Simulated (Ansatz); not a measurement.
**4 guesses for LuTa₂ and where they end**

These are results of DFT PBE, scalar-relativistic, plane waves, PAW in Ansatz 0.2.0, not measurements. Settings: cutoff 420 eV, Γ-centred meshes spaced at most about 0.3 Å⁻¹, and about 0.25 Å⁻¹ or finer for metals (2π included), Gaussian smearing. No spin polarisation in the final relaxations.

Each guess was relaxed in cell and atoms at zero pressure, within the symmetry of its start. Temperature and zero-point effects are left out. Coordination counts all near atoms (those within 1.25 times the shortest distance at each site; a plus sign parts nearer from farther groups; a slash parts the counts of unlike sites).

```json
{"guess": "1", "made from": "HfFe2 type", "start group": "Fd-3m", "V start (Å³/atom)": "19.4", "end group": "Fd-3m (cubic Laves (C15))", "V end (Å³/atom)": "21.8", "coordination at the end": "Lu 16, Ta 6+6", "gap on mesh (eV)": "0", "E over the lowest end (meV/atom)": "0"}
{"guess": "2", "made from": "Ti2Ga type", "start group": "P6_3/mmc", "V start (Å³/atom)": "19.6", "end group": "P6_3/mmc (Ni2In)", "V end (Å³/atom)": "20.6", "coordination at the end": "Lu 11, Ta 11/14", "gap on mesh (eV)": "0", "E over the lowest end (meV/atom)": "253"}
{"guess": "3", "made from": "random cell", "start group": "P6/mmm", "V start (Å³/atom)": "20.8", "end group": "P6/mmm", "V end (Å³/atom)": "21.7", "coordination at the end": "Lu 8, Ta 8", "gap on mesh (eV)": "0", "E over the lowest end (meV/atom)": "518"}
{"guess": "4", "made from": "SmTe2 type", "start group": "P4/nmm", "V start (Å³/atom)": "17.9", "end group": "?", "V end (Å³/atom)": "?", "coordination at the end": "?", "gap on mesh (eV)": "?", "E over the lowest end (meV/atom)": "?"}
```

Guess 4 as it starts:

```cif
data_structure
_symmetry_space_group_name_H-M 'P 1'
_symmetry_Int_Tables_number 1
_cell_length_a 3.7553
_cell_length_b 3.7553
_cell_length_c 7.6054
_cell_angle_alpha 90.000
_cell_angle_beta 90.000
_cell_angle_gamma 90.000
_cell_volume 107.26
loop_
_atom_site_label
_atom_site_type_symbol
_atom_site_fract_x
_atom_site_fract_y
_atom_site_fract_z
_atom_site_occupancy
Lu1 Lu 0.00000 0.50000 0.72849 1
Lu2 Lu 0.50000 0.00000 0.27151 1
Ta1 Ta 0.00000 0.00000 0.00000 1
Ta2 Ta 0.50000 0.50000 0.00000 1
Ta3 Ta 0.00000 0.50000 0.37093 1
Ta4 Ta 0.50000 0.00000 0.62907 1
```

Q: Fill in the missing row: what does this guess relax into, and where does it rank?

A: It ends in space group P4/nmm (No. 129), with a = 3.709 Å, c = 10.246 Å, 23.5 Å³/atom and no gap. It lies 0.42 eV/atom over the lowest end, above guess 2 and below guess 3. Counting all near atoms, this end has Lu 9+4, Ta 4+4/9 and the lowest (guess 1) has Lu 16, Ta 6+6.

```
CELL_PARAMETERS angstrom
3.70865 0.00000 0.00000
0.00000 3.70865 0.00000
0.00000 0.00000 10.24583
ATOMIC_POSITIONS crystal
Lu 0.00000 0.50000 0.74488
Lu 0.50000 0.00000 0.25512
Ta 0.00000 0.00000 0.00000
Ta 0.50000 0.50000 0.00000
Ta 0.00000 0.50000 0.44735
Ta 0.50000 0.00000 0.55265
```

Energies over the elements count from the elements' standard structures at the same level, with no fitted energy shifts.

Q: Is the lowest end bound against the elements?

A: No: its formation energy is +0.24 eV/atom. A positive value: parting into the elements would lower its energy.

Spin–orbit coupling, which can matter for Ta, is left out. A magnetic state wasn't ruled out in cells without spin, among them Fd-3m. Cells relaxed within their symmetry can be saddle points. A lower structure may well exist outside this small set. Some types were kept out of the candidates beforehand, so the set may lack a known form.
